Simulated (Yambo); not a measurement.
Yambo run on ZnSe (zinc blende, space group F-43m, No. 216). The wavefunctions are norm-conserving PBE (stringent potentials; Quantum ESPRESSO, 104 Ry, scalar-relativistic) ones on a 4×4×4 mesh (22 occupied bands); a = b = c = 3.9830 Å, α = β = γ = 60.00°.

Yambo input:

```
rim_cut
gw0
dyson
el_el_corr
HF_and_locXC
ppa
em1d
RandQpts= 1000000
RandGvec= 1 Ry
EXXRLvcs= 104 Ry
VXCRLvcs= 416 Ry
Chimod= "HARTREE"
% BndsRnXp
 14 | 114 |
%
NGsBlkXp= 15 Ry
% LongDrXp
 1.0 | 1.0 | 1.0 |
%
PPAPntXp= 27.2114 eV
% GbndRnge
 1 | 114 |
%
GTermKind= "BG"
DysSolver= "n"
ExtendOut
% QPkrange
 1 | 1 | 22 | 23 |
%
```

k points by index: 1 = Γ.

Resulting energies as the program prints them:

```
#    K-point    Band    Eo [eV]    E [eV]    E-Eo [eV]    Vxc [eV]    Vnlxc [eV]    Sc|Eo [eV]    Sc|E [eV]    dSc/dw|Eo [eV]    Re(Z)    Im(Z)
#
    1    22    0.000000    -0.626800    -0.626800    -17.23128    -19.93719    1.918373    2.079106    -6.976890    0.795925    -0.001347
    1    23    1.366965    1.565608    0.198643    -12.85129    -8.929307    -3.677585    -3.723339    -6.264593    0.812861    -0.001278
```
(The two width columns are left out.) Convergence of these settings isn't established.

Spin-orbit coupling is not included.

Geometry relaxed with PBEsol.
